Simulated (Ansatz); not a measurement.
Fe:
```
Fe
1.0
   -1.40225     1.40225     1.40225
    1.40225    -1.40225     1.40225
    1.40225     1.40225    -1.40225
Fe
1
Direct
  0.00000   0.00000   0.00000
```
Starting moments (μB, in the order of the atoms Fe): 2.2.

Relaxed with PBE+D3(BJ). Special points in fractions of this cell's reciprocal vectors: Γ (0.000, 0.000, 0.000); H (0.500, -0.500, 0.500); N (0.000, 0.000, 0.500); P (0.250, 0.250, 0.250).

Question: List the band energies nearest the Fermi level at these points for plane-wave PAW PBE+D3(BJ) (Ansatz code).

Answer: In eV from the Fermi level; about four levels below and three above (degenerate sets whole), none deeper than 8.9 eV; … stands for higher levels left out; points with the same levels are listed once.

| k | below | above |
|---|---|---|
| Γ ↑ | -2.35 -2.35 -2.35 -1.09 -1.09 | … |
| H ↑ | -5.07 -5.07 | 0.20 0.20 0.20 |
| N ↑ | -5.13 -3.50 -1.01 -0.89 | 0.42 0.49 … |
| P ↑ | -3.35 -3.35 -3.35 -0.85 -0.85 | … |
| Γ ↓ | -8.56 -0.55 -0.55 -0.55 | … |
| H ↓ | -3.29 -3.29 | 2.29 2.29 2.29 |
| N ↓ | -3.91 -1.89 | 0.53 1.47 1.90 |
| P ↓ | -2.04 -2.04 -2.04 | 1.95 1.95 … |

Space group Im-3m (bcc (W type)). The PBE+D3(BJ) relaxation kept the symmetry of its start. Spin order of the final state: ferromagnetic, chosen from 3 collinear starts compared on coarse meshes (ties went to the first, and starts can fall back to one state), not a proven ground state. Textbook magnetic order: ferromagnetic. The pairwise dispersion correction was not fitted to metals.

Potentials: the earlier of the program's two PAW sets.
